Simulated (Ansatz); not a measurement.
Input:

CdSiN2:
```xyz
4
Lattice="1.4390 0.8308 5.9115 -1.4390 0.8308 5.9115 0.0000 -1.6617 5.9115" Properties=species:S:1:pos:R:3 pbc="T T T"
Cd     0.0000     0.0000     8.8673
Si     0.0000     0.0000     0.0000
N      0.0000     0.0000    10.8929
N      0.0000     0.0000     6.8418
```

This is the LDA-relaxed structure.

Task: All from the program Ansatz at the LDA level (PAW), unless another level is named. Estimate the electronic character.

Result: metallic (no gap).

Task: Next, the formation energy from the elements (no fitted shifts)?

Result: -0.43 eV/atom.

Task: And the density of states at the Fermi level?

Result: 0.08 states/eV per atom (mean over ±0.08 eV).

Space group R-3m. The start of the workflow was typed in or built on a structure type; neither database checked (COD, Materials Project) lists it. Whether it is the stable phase at ambient conditions was not checked. Symmetry was held in the LDA relaxation; whether a distortion lowers the energy is not shown. The volume moved by -46 % from the start of the relaxation. The references are the lowest solids computed at this level, not always the standard phases (solids in place of the gases). Scalar-relativistic: spin–orbit coupling is off unless named, which matters more the heavier the elements.

Potentials: the later of the program's two PAW sets.
